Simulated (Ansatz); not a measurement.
# Band structure of LaSb

```
La Sb
1.0
     0.00000    3.24500    3.24500
     3.24500    0.00000    3.24500
     3.24500    3.24500    0.00000
La Sb
1 1
Direct
  0.00000 0.00000 0.00000
  0.50000 0.50000 0.50000
```

Atom numbers follow the list: La1, Sb2.

The cell is COD entry 1537613, as deposited and not checked against the literature; nothing was relaxed.

No spin–orbit coupling, which matters for the heavy atoms here.

These are results of DFT, PBEsol, all-electron LAPW, scalar-relativistic in Ansatz 0.2.0, not measurements.

The runs use a Γ-centred 10×10×10 k mesh, Fermi–Dirac smearing of 0.05 eV, basis error target 1 meV/atom, no spin polarisation.

Points in fractions of the reciprocal vectors of this cell: Γ (0, 0, 0), X (0.5, 0, 0.5), U (0.625, 0.25, 0.625), K (0.375, 0.375, 0.75), L (0.5, 0.5, 0.5), W (0.5, 0.25, 0.75). The path joins them by straight lines in the order Γ–X–U–K–Γ–L–W–X; legs that retrace an earlier one aren't tabulated. Energies are in eV from the Fermi level.

(1) Metal or insulator at this level of theory?

(2) Tabulate bands 22 to 29, counted from the lowest band of the run, along the path.

Answers

(1) No gap opens: metallic or semimetallic.

(2) 
```tsv
k (1/Å)	point	band 22	band 23	band 24	band 25	band 26	band 27	band 28	band 29
0.00	Γ	-16.08	-8.97	0.21	0.21	0.21	1.26	1.26	1.26
0.14		-16.09	-8.89	-0.35	0.08	0.08	1.11	1.45	1.45
0.28		-16.10	-8.71	-1.25	-0.13	-0.13	0.80	1.77	1.77
0.41		-16.12	-8.49	-1.92	-0.28	-0.28	0.46	2.00	2.00
0.55		-16.14	-8.35	-2.18	-0.34	-0.34	0.15	2.08	2.10
0.69		-16.16	-8.33	-2.03	-0.33	-0.33	-0.08	2.10	2.14
0.83		-16.18	-8.37	-1.69	-0.29	-0.29	-0.23	2.11	2.14
0.97	X	-16.18	-8.39	-1.50	-0.28	-0.27	-0.27	2.11	2.14
1.02		-16.18	-8.39	-1.50	-0.47	-0.29	-0.10	2.11	2.14
1.07		-16.18	-8.37	-1.50	-0.68	-0.36	0.07	2.10	2.13
1.11		-16.17	-8.33	-1.50	-0.91	-0.46	0.25	2.10	2.13
1.16		-16.17	-8.29	-1.50	-1.14	-0.59	0.42	2.09	2.12
1.21		-16.16	-8.24	-1.50	-1.39	-0.72	0.61	2.09	2.11
1.26		-16.15	-8.18	-1.63	-1.49	-0.86	0.80	2.07	2.09
1.31	U	-16.15	-8.12	-1.85	-1.49	-1.00	1.01	2.06	2.07
1.40		-16.15	-8.09	-1.96	-1.47	-1.10	1.17	2.01	2.09
1.48		-16.15	-8.06	-2.05	-1.45	-1.21	1.40	1.93	2.11
1.56		-16.16	-8.04	-2.10	-1.42	-1.30	1.62	1.80	2.13
1.65		-16.16	-8.04	-2.10	-1.42	-1.30	1.62	1.80	2.13
1.73		-16.15	-8.06	-2.05	-1.45	-1.21	1.40	1.93	2.11
1.82		-16.15	-8.09	-1.96	-1.47	-1.10	1.17	2.01	2.09
1.90	K	-16.15	-8.12	-1.85	-1.49	-1.00	1.01	2.06	2.07
2.05		-16.12	-7.96	-2.41	-1.43	-1.33	1.61	1.99	2.01
2.20		-16.09	-7.93	-2.64	-1.48	-1.29	1.87	1.92	1.96
2.34		-16.08	-8.07	-2.47	-1.42	-1.06	1.70	1.78	2.05
2.49		-16.07	-8.35	-1.93	-1.15	-0.73	1.53	1.60	1.99
2.64		-16.08	-8.66	-1.13	-0.68	-0.33	1.37	1.43	1.76
2.78		-16.08	-8.88	-0.27	-0.11	0.04	1.28	1.31	1.44
2.93	Γ	-16.08	-8.97	0.21	0.21	0.21	1.26	1.26	1.26
3.05		-16.08	-8.91	-0.10	0.02	0.02	1.29	1.33	1.33
3.17		-16.08	-8.75	-0.76	-0.38	-0.38	1.32	1.48	1.48
3.29		-16.08	-8.51	-1.49	-0.79	-0.79	1.37	1.68	1.68
3.41		-16.09	-8.22	-2.17	-1.15	-1.15	1.47	1.86	1.86
3.53		-16.09	-7.94	-2.73	-1.42	-1.42	1.61	1.98	1.98
3.65		-16.09	-7.72	-3.11	-1.58	-1.58	1.75	2.03	2.03
3.77	L	-16.09	-7.64	-3.25	-1.64	-1.64	1.81	2.04	2.04
3.87		-16.09	-7.67	-3.19	-1.62	-1.61	1.80	2.03	2.04
3.96		-16.10	-7.73	-3.04	-1.58	-1.55	1.79	1.98	2.05
4.06		-16.11	-7.83	-2.80	-1.52	-1.45	1.76	1.91	2.06
4.16		-16.13	-7.93	-2.50	-1.46	-1.36	1.73	1.81	2.09
4.26		-16.15	-8.02	-2.19	-1.42	-1.31	1.71	1.74	2.12
4.36		-16.18	-8.08	-1.90	-1.40	-1.34	1.71	1.71	2.15
4.45	W	-16.19	-8.10	-1.76	-1.39	-1.39	1.70	1.70	2.15
4.52		-16.19	-8.11	-1.70	-1.44	-1.32	1.49	1.86	2.15
4.59		-16.19	-8.16	-1.53	-1.47	-1.22	1.23	1.96	2.14
4.66		-16.19	-8.22	-1.49	-1.27	-1.09	0.93	2.03	2.14
4.73		-16.19	-8.28	-1.50	-0.95	-0.94	0.61	2.07	2.13
4.80		-16.18	-8.34	-1.50	-0.75	-0.62	0.30	2.10	2.13
4.87		-16.18	-8.38	-1.50	-0.53	-0.37	0.00	2.11	2.14
4.94	X	-16.18	-8.39	-1.50	-0.28	-0.27	-0.27	2.11	2.14
```
